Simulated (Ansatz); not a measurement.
Given:

As:
```yaml
crystal:
  lattice:
    - [-3.45166, 3.45166, 3.45166]
    - [3.45166, -3.45166, 3.45166]
    - [3.45166, 3.45166, -3.45166]
  atoms:
    - { symbol: As, position: [0.00000, 0.25000, 0.50000] }
    - { symbol: As, position: [0.25000, 0.50000, 0.00000] }
    - { symbol: As, position: [0.50000, 0.00000, 0.25000] }
    - { symbol: As, position: [0.25000, 0.25000, 0.25000] }
```

This is the r²SCAN-relaxed structure.

Question: All from DFT-r²SCAN in the program Ansatz with PAW potentials, unless another level is named. Estimate the electronic character.

Answer: metallic (no gap).

Question: Predict the density of states at the Fermi level.

Answer: 0.60 states/eV per atom (mean over ±0.08 eV).

Question: Next, the gap with spin–orbit coupling?

Answer: none (metallic).

Space group I4_132. The start of the workflow was typed in or built on a structure type; neither database checked (COD, Materials Project) lists it. It is not the phase usual at ambient conditions (space group No. 166). The r²SCAN relaxation kept the symmetry of its start. At this level the phase is mechanically unstable. The volume moved by 53 % from the start of the relaxation. Spin–orbit coupling is left out wherever it is not named.

Potentials: the later of the program's two PAW sets.
